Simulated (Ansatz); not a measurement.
The elements of this relaxed trial crystal are hidden behind letters.

```
lattice vectors (Å)
   5.3092    0.0000    0.0000
   0.0000    5.3092    0.0000
   0.0000    0.0000    6.1927
fractional positions
X 0.0000 0.5000 0.5000
X 0.5000 0.0000 0.5000
X 0.0000 0.0000 0.2324
X 0.0000 0.0000 0.7676
Z 0.5000 0.5000 0.5000
```

Level of theory: DFT PBE, scalar-relativistic, plane waves, PAW (Ansatz 0.2.0). Settings of the last relaxation (5-atom cell): 420 eV, 8×8×6 k points, Gaussian smearing of 0.10 eV, no spin polarisation.

- Space group: P4/mmm (No. 123)
- Conventional cell: a = 5.309 Å, c = 6.193 Å
- Volume per atom: 34.91 Å³
- Density: 4.58 g/cm³
- Energy over the elements: +0.12 eV/atom
- Gap on the 8×8×6 mesh of the 5-atom cell: 0 eV (a metal)

Energies are uncorrected and count from the elements' standard states at the same level.

Question: X is a d-block element of period 5 and Z is a p-block element of period 3. Which elements are they?

Answer: X = Cd, Z = S, so the formula is Cd4S. Density times volume gives a mean mass of 4.58 × 34.91/1.6605 = 96.3 u per atom, and this set has 96.3 u. Cd on a site of symmetry mmm is surrounded by 2 S at 2.65 Å and 4 Cd at 3.13 Å; around Cd on a site of symmetry 4mm lie 1 Cd at 2.88 Å, 4 Cd at 3.13 Å and 1 Cd at 3.31 Å; S is surrounded by 4 Cd at 2.65 Å. Other sets within the hints have nearly the same mass, so mass alone doesn't settle it; this one was computed.

Symmetry constrained the relaxation, so the result can be a saddle point.
